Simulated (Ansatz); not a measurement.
NaTa3O2: vibrational free energy, entropy and heat capacity

The calculation used DFT PBE, scalar-relativistic, plane waves, PAW in Ansatz. Plane waves to 420 eV; Γ-centred k mesh 12×12×4; Gaussian smearing of 0.10 eV. No spin polarisation. Phonons by linear response, acoustic sum rule imposed.

Equilibrium structure at this level:
```cif
data_structure
_symmetry_space_group_name_H-M 'P 1'
_symmetry_Int_Tables_number 1
_cell_length_a 3.0402
_cell_length_b 3.0402
_cell_length_c 10.4881
_cell_angle_alpha 90.000
_cell_angle_beta 90.000
_cell_angle_gamma 120.000
_cell_volume 83.95
loop_
_atom_site_label
_atom_site_type_symbol
_atom_site_fract_x
_atom_site_fract_y
_atom_site_fract_z
_atom_site_occupancy
Na1 Na 0.00000 0.00000 0.50000 1
Ta1 Ta 0.00000 0.00000 0.00000 1
Ta2 Ta 0.66667 0.33333 0.77523 1
Ta3 Ta 0.33333 0.66667 0.22477 1
O1 O 0.66667 0.33333 0.34706 1
O2 O 0.33333 0.66667 0.65294 1
```

The structure comes from a generated guess, relaxed at this level; another structure or a mixture of phases may lie lower. In a metal, frequencies and elastic constants depend on the k mesh and the smearing, soft modes and shear constants most. Spin–orbit coupling is left out, which matters for heavy elements. The q mesh is coarse, so values between its points are rough.

Force constants from linear response on a 3×3×1 q mesh, interpolated to a fine mesh.

Phonon density of states, in bins of 10 cm⁻¹:
bin centre (cm⁻¹), share of modes (%) and a bar:
```
       -5        0.0
        5        0.0
       15        0.1
       25        0.3 ##
       35        0.6 ####
       45        1.0 ######
       55        1.4 ########
       65        1.9 ###########
       75        2.7 ################
       85        2.4 ##############
       95        3.1 ###################
      105        3.8 ######################
      115        2.9 #################
      125        4.8 #############################
      135        4.0 ########################
      145        4.2 #########################
      155        3.5 #####################
      165        2.9 #################
      175        3.6 ######################
      185        5.0 ##############################
      195        4.5 ###########################
      205        2.8 #################
      215        1.3 ########
      225        2.5 ###############
      235        2.1 #############
      245        1.6 ##########
      255        1.9 ############
      265        1.1 #######
      275        0.8 #####
      285        0.0
      295        0.0
      305        0.0
      315        0.0
      325        0.0
      335        0.1 #
      345        4.1 ########################
      355        5.0 ##############################
      365        2.8 #################
      375        2.1 ############
      385        1.8 ##########
      395        3.4 ####################
      405        2.8 #################
      415        0.3 ##
      425        1.0 ######
      435        1.5 #########
      445        2.1 #############
      455        1.5 #########
      465        1.1 #######
      475        0.9 ######
      485        0.7 ####
      495        0.3 ##
      505        0.3 ##
      515        0.3 ##
      525        0.3 ##
      535        0.2 #
      545        0.2 #
      555        0.2 #
      565        0.2 #
      575        0.0
```

(1) How much zero-point energy does an atom carry?

(2) How large are the vibrational entropy and heat capacity at 300 K?

(3) Tabulate them against temperature.

Answers

(1) 43.9 meV.

(2) S = 3.34 k_B and C_V = 2.64 k_B per atom, 88 % of the Dulong–Petit value.

(3)
| T (K) | F_vib (meV/atom) | S (k_B/atom) | C_V (k_B/atom) |
| --- | --- | --- | --- |
| 100 | 40.8 | 1.01 | 1.46 |
| 200 | 26.2 | 2.33 | 2.31 |
| 300 | 1.6 | 3.34 | 2.64 |
| 400 | -30.7 | 4.12 | 2.78 |
| 500 | -69.0 | 4.75 | 2.86 |
| 600 | -112.2 | 5.27 | 2.90 |
| 700 | -159.7 | 5.72 | 2.92 |
| 800 | -210.7 | 6.11 | 2.94 |
| 900 | -264.9 | 6.46 | 2.95 |
| 1000 | -322.0 | 6.77 | 2.96 |
